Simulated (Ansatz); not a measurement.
**SiO₂: relaxation step by step**

Recipe of this trial structure of SiO₂: sheets of the FeO2 type as a bilayer (elements of the layers in order: SiO2 (FeO2 type), SiO2 (FeO2 type)). A sheet's type names the database crystal that the layer was cut from. Its size is a rough estimate.

Only a and b repeat, and vacuum parts the sheet from its images along c.

```xyz
6
Lattice="3.7926 0.0000 0.0000 0.0000 3.7926 0.0000 0.0000 0.0000 18.0000" Properties=species:S:1:pos:R:3 pbc="T T F"
Si    0.0000    0.0000    7.2709
Si    0.0000    0.0000   10.7063
O     0.0000    1.8963    7.2937
O     1.8963    0.0000    7.2937
O     0.0000    1.8963   10.7291
O     1.8963    0.0000   10.7291
```

Method: DFT PBE+D3(BJ), scalar-relativistic, plane waves, PAW (Ansatz). Cutoff 420 eV, Gaussian smearing, Γ-centred meshes. In-plane cell and atoms relax first on a coarse mesh and then on a finer one. In metals the finer mesh still leaves noise of several meV/atom or more. The steps can't lower the symmetry of their start. No spin polarisation in the relaxation; trial moments died out in a coarse test.

Steps on the 4×4×1 mesh (6 atoms, 10 steps). The free energy counts from the last step; the plane-wave basis is renewed at times, which shifts energy and pressure.

| step | ΔF (meV/atom) | largest force component (eV/Å) |
| --- | --- | --- |
| 1 | 723.4 | 0.231 |
| 2 | 305.8 | 0.272 |
| 3 | 37.1 | 0.171 |
| 4 | 25.3 | 0.330 |
| 5 | -2.5 | 0.084 |
| 6 | -2.8 | 0.024 |
| 7 | -3.0 | 0.004 |
| 8 | 0.1 | 0.004 |
| 9 | -0.1 | 0.001 |
| 10 | 0.0 | 0.001 |

The relaxed structure, after a last relaxation on the converged mesh:

```xyz
6
Lattice="3.3345 0.0000 0.0000 0.0000 3.3345 0.0000 0.0000 0.0000 30.7163" Properties=species:S:1:pos:R:3 pbc="T T F"
Si    0.0000    0.0000    7.0762
Si    0.0000    0.0000   10.9314
O     0.0000    1.6673    7.0725
O     1.6673    0.0000    7.0725
O     0.0000    1.6673   10.9351
O     1.6673    0.0000   10.9351
```

The symmetry goes from p4mm (No. 55) to p4/mmm (No. 61). The area per atom shrinks by 22.7 %, from 2.4 to 1.9 Å². The shortest distance goes from 1.90 Å (Si–O) to 1.67 Å (Si–O). The energy falls by about 0.72 eV/atom (the start's value is from the coarse mesh). The program sets the height of the box itself, so the height of the cell differs between start and end. Si at height 0.00 Å has 4 O at 1.67 Å; O at height 0.00 Å has 2 Si at 1.67 Å.

```
Area per atom                              : 1.85 Å²
Thickness between the outermost nuclei     : 3.86 Å
Energy over the elements                   : −1.65 eV/atom
Gap on the 12×12×1 mesh of the 6-atom cell : 0 eV (a metal)
```

Formation energies are uncorrected and refer to the elements' standard structures at the same level (O₂ as a molecule).

The last run used Gaussian smearing of 0.10 eV. Symmetry constrained the relaxation, so the result can be a saddle point. In all, the 4 runs took 110 s on 1 thread of Intel(R) Xeon(R) 6975P-C (Granite Rapids), with other jobs on the host.
